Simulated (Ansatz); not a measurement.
The computed numbers are results of r²SCAN, scalar-relativistic (collinear spin) in the plane-wave PAW code Ansatz at 500 eV, 8×8×8 k-mesh, Gaussian smearing of 0.05 eV; PAW files: Ansatz's generated set soft_2.

A compound XVO3 has these computed properties.

```json
{
 "Space group": "Pm-3m (No. 221)",
 "Conventional cell": "a = 3.840 Å, b = 3.840 Å, c = 3.840 Å, α = 90.00°, β = 90.00°, γ = 90.00°",
 "Volume": "11.33 Å³/atom",
 "Band gap": "zero (metallic)",
 "Density of states at the Fermi level": "0.28 states/(eV·atom)",
 "Magnetic state": "ferromagnetic (the only order tried)",
 "Site spin moments": "V 0.82 μB",
 "Spin moment of the cell": "1.00 μB",
 "Bader charges": "X 1.63; V 2.18; O -1.27 e",
 "Formation energy from the elements (0 K, uncorrected)": "-3.04 eV/atom",
 "Bulk modulus (Birch–Murnaghan)": "197 GPa",
 "Pressure derivative B0′": "4.4"
}
```

Sites: X on 1b, V on 1a, O on 3d.

Problem. Which element is X?
A. Sr
B. Zr
C. Y
D. Rb

Solution. A. X is Sr, so the compound is SrVO3.

The chain of runs began from a cell as deposited in COD, expanded in volume.

The run wasn't fully tested for a lower electronic state. Site moments are of spin, integrated over atomic spheres. Compounds of this kind are often insulators, Mott or charge-transfer ones with an open 3d shell, so the metal found may come from the functional, which lacks a U or exact exchange, or from the structure. No antiparallel order was tried.
